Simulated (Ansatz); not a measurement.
Mg: two-dimensional strain map

The calculation used Ansatz, DFT PBEsol, scalar-relativistic, plane waves, PAW. Settings: plane waves to 420 eV, k-mesh 18×18×18 (Γ-centred), Gaussian smearing 0.15 eV. No spin polarisation. Energies are free energies at this smearing, counted from the undisturbed cell; pressure is positive in compression.

The undisturbed cell (as given, not relaxed at this level; it stands at 0.1 GPa; this fcc form isn't the usual structure):

```
Mg
1.0
     0.00000    2.24426    2.24426
     2.24426    0.00000    2.24426
     2.24426    2.24426    0.00000
Mg
1
Cartesian
  0.0000 0.0000 0.0000
```

The cell is strained by p along both x and y and by q along z, fractional coordinates fixed. Points are written (p, q).

Energy above the undisturbed cell in meV/atom (a dash: not computed):

```csv
p \ q,-0.030,-0.015,0.000,0.015,0.030
-0.030,24.7,17.3,11.8,8.3,6.9
-0.015,11.2,–,3.1,–,1.8
0.000,3.5,1.0,0.0,0.5,2.4
0.015,1.0,–,1.8,–,–
0.030,3.2,–,8.2,–,17.7
```

Pressure in GPa:

| p \ q | -0.030 | -0.015 | 0.000 | 0.015 | 0.030 |
| --- | --- | --- | --- | --- | --- |
| -0.030 | 4.2 | 3.4 | 2.7 | 2.0 | 1.4 |
| -0.015 | 2.7 | – | 1.3 | – | 0.2 |
| 0.000 | 1.3 | 0.7 | 0.1 | -0.4 | -0.9 |
| 0.015 | 0.1 | – | -0.9 | – | – |
| 0.030 | -0.9 | – | -1.8 | – | -2.6 |